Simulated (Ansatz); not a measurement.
InP (zinc blende, F-43m) at seven volumes, the program Ansatz at the PBE level (PAW), scaled uniformly. One row is withheld.

```
V (Å³/atom)  P (GPa)
-----------  -------
24.077          7.00
24.870          4.26
25.664          1.94
26.458         -0.01
27.252             ?
28.045         -3.03
28.839         -4.13
```

Q: Fit the shown pressures and predict the withheld one.

A: P = (3/2)B₀(x^(7/2) − x^(5/2))[1 + (3/4)(B′ − 4)(x − 1)] with x = (V₀/V)^(2/3). Least squares on the six rows gives V₀ = 26.454 Å³/atom, B₀ = 59.2 GPa, B′ = 4.84. At V = 27.252, x = 0.9804 and P = -1.64 GPa. The run itself gave -1.65 GPa.

Symmetry was held in the PBE relaxation.

Potentials: the earlier of the program's two PAW sets.
